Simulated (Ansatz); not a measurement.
A generator proposed this cell of HfB₄.

```
CELL_PARAMETERS angstrom
3.13811 0.00000 0.00000
-1.56906 2.71769 0.00000
0.00000 0.00000 6.29934
ATOMIC_POSITIONS crystal
Hf 0.00000 0.00000 0.00000
B 0.33333 0.66667 0.74288
B 0.66667 0.33333 0.74288
B 0.33333 0.66667 0.25712
B 0.66667 0.33333 0.25712
```

All numbers below come from Ansatz, DFT PBE+D3(BJ), scalar-relativistic, plane waves, PAW. Cutoff 420 eV; k points 6×6×4 on the computed 5-atom cell (Γ-centred); Gaussian smearing, width 0.10 eV; no spin polarisation.

Formation energies are uncorrected and refer to the elements' standard structures at the same level.

Question: Estimate its pressure, forces and energy as it stands.

Answer: The pressure is -5.6 GPa (the mean over three directions, positive in compression), the largest force is 0.69 eV/Å, and the energy is −0.05 eV/atom against the elements. The shortest distance is 1.81 Å.

Question: How much does it gain on relaxing, and where does it end?

Answer: Relaxing gains about 0.37 eV/atom (the start's value is from the coarse mesh, so the gain is rough) in 18 ionic steps and ends at −0.42 eV/atom on the finer mesh. The symmetry stays P6/mmm (No. 191). The volume per atom shrinks by 18.5 %, from 10.7 to 8.8 Å³. The shortest distance goes from 1.81 Å (B–B) to 1.78 Å (B–B). The ratio c/a of the conventional cell changes by a factor of 0.85. Conventional cell: a = 3.088 Å, c = 5.300 Å. Hf is surrounded by 12 B at 2.46 Å and 6 Hf at 3.09 Å; B has 3 B at 1.78 Å, 1 B at 1.92 Å and 3 Hf at 2.46 Å.

The last run used a 15×15×8 mesh (in the run's order of axes) for its 5-atom cell and Gaussian smearing of 0.10 eV. Spin–orbit coupling, which can matter for Hf, is left out. The relaxation can't lower the symmetry of the start. A structure relaxed within its symmetry needn't be a true minimum.
